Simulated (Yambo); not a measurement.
BSE-type run in Yambo on RhCuO₂ (space group R-3m, No. 166) under isotropic strain of -1.5 % on all lattice vectors, at zero momentum.

Quantum ESPRESSO step (PBEsol, PseudoDojo standard norm-conserving files, scalar-relativistic):
```
&CONTROL
  calculation = 'nscf'
  pseudo_dir = './pseudo'
  outdir = './out'
/
&SYSTEM
  ibrav = 0
  nat = 4
  ntyp = 3
  ecutwfc = 92.0
  ecutrho = 368.0
  occupations = 'fixed'
  force_symmorphic = .true.
  nbnd = 45
/
&ELECTRONS
  conv_thr = 4e-09
  diago_full_acc = .true.
  diago_thr_init = 1e-08
/
ATOMIC_SPECIES
O 15.9990 O.upf
Cu 63.5460 Cu.upf
Rh 102.9055 Rh.upf
CELL_PARAMETERS angstrom
  1.512485959400   0.873234175805   5.552934677244
 -1.512485959400   0.873234175805   5.552934677244
  0.000000000000  -1.746468351610   5.552934677244
ATOMIC_POSITIONS crystal
O   0.892701394800   0.892701394800   0.892701394800
O   0.107298605200   0.107298605200   0.107298605200
Cu   0.000000000000   0.000000000000   0.000000000000
Rh   0.500000000000   0.500000000000   0.500000000000
K_POINTS automatic
8 8 8 0 0 0
```

Yambo input:
```
rim_cut
optics
bse
bss
dipoles
em1s
RandQpts= 1000000
RandGvec= 1 Ry
FFTGvecs= 40 Ry
Chimod= "HARTREE"
BSKmod= "SEX"
BSEmod= "resonant"
BSSmod= "hs"
BSENGexx= 15 Ry
BSENGBlk= 4 Ry
% KfnQP_E
 0.739 | 1.0 | 1.0 |
%
% BSEQptR
 1 | 1 |
%
% BSEBands
 20 | 27 |
%
% BEnRange
 0.0 | 7.1 | eV
%
% BDmRange
 0.15 | 0.15 | eV
%
BEnSteps= 142
% BLongDir
 0.0 | 0.0 | 1.0 |
%
BSHayTrs= -0.02
BSSNEig= 24
WRbsWF
% BndsRnXs
 9 | 40 |
%
NGsBlkXs= 4 Ry
% LongDrXs
 1.0 | 1.0 | 1.0 |
%
```

From the report:

The dimension is k points × valence × conduction bands = 512 × 5 × 3 = 7680.
```
  [SLEPC] Approach                          : Krylov-Schur
  [SLEPC] Number of requested eigenvalues   :  24
  [SLEPC] Number of eigenvalues        [NEV]:  24
   [K] Dimension                                    :   7680
   [K] Bands                                        :  20  27
   [K] Exchange res                                 : yes
   [K] Correlation res                              : yes
   [K] W interaction is bare                        : no
   [K] RL vectors exchange                          :  313
   [K] RL vectors correlation                       :   43
   [W] Matrix size                                  :   43
   [W] Bands                                        :    9   40
   [W] Coulomb Cutoff                               : none
   [W] Hxc Kernel                                   : HARTREE
```

Spin-orbit coupling is not included.

Geometry strained from the cell relaxed with PBEsol, atoms relaxed again.

With a shallow 3d shell G0W0 needs far more bands and larger blocks than here, so the scissor is uncertain by tenths of an eV or more.
